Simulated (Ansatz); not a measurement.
**YbCuSi, a database entry at a rescaled volume**

```
Yb Cu Si
1.0
     2.09004    3.62005    0.00000
    -2.09004    3.62005    0.00000
     0.00000    0.00000    7.23670
Yb Cu Si
2 2 2
Direct
  0.00000 0.00000 0.00000
  0.00000 0.00000 0.50000
  0.33330 0.33340 0.25000
  0.66660 0.66670 0.75000
  0.33330 0.33340 0.75000
  0.66660 0.66670 0.25000
```

Level: r2SCAN, no spin polarisation; 500 eV; 7×7×4 Γ-centred mesh; gaussian occupations (width 0.0281 eV); Ansatz 0.2.0, fixed geometry.

(1) What does the stress say?

(2) What happens at the Fermi level?

(3) What is the formation energy?

(4) Are the atoms at rest?

Origin: a database entry at a rescaled volume. Caveats: no spin polarisation, so a magnetic state may lie lower; f levels without a U or exact exchange are poorly placed.

Results:

(1) The pressure is -0.9 GPa (compression positive), so with the atoms held at these fractions the cell would first shrink. The principal stresses -2.1, -2.1, 1.4 GPa differ, so its shape would change too.

(2) It is a metal, with about 22 states/eV a cell as the mean within 0.25 eV of the Fermi level, mostly Yb f (84 %).

(3) -0.55 eV an atom against the elements' usual phases (free molecules for gases, crystals otherwise, with no correction for O₂ or N₂), so it is bound against them; other compounds may still compete. Relaxing would lower it.

(4) Nearly at rest: the largest force is 0.002 eV/Å.
